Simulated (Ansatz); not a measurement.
C in space group Pn-3m (No. 224; C on 24j) under volume change, plane-wave PAW r²SCAN (Ansatz code), shape and atoms relaxed at each volume.

| V (Å³/atom) | E − E(relaxed) (meV/atom) | P (GPa) |
|---|---|---|
| 8.453 | 70.9 | 29.17 |
| 8.732 | 30.0 | 18.07 |
| 9.010 | 7.2 | 8.42 |
| 9.289 | 0.0 | 0.02 |
| 9.568 | 6.5 | -7.28 |
| 9.846 | 24.8 | -13.63 |
| 10.125 | 53.4 | -19.15 |

Task: What does a third-order Birch–Murnaghan fit give for V₀, B₀ and B′?

Result: V₀ = 9.29 Å³/atom, B₀ = 260 GPa, B′ = 3.6.

The start of the workflow was typed in or built on a structure type; neither database checked (COD, Materials Project) lists it. It is not the phase usual at ambient conditions (space group No. 194, 227). The cell was relaxed with r²SCAN under the symmetry of its start; whether a distortion lowers the energy is not shown.

Potentials: the later of the program's two PAW sets.
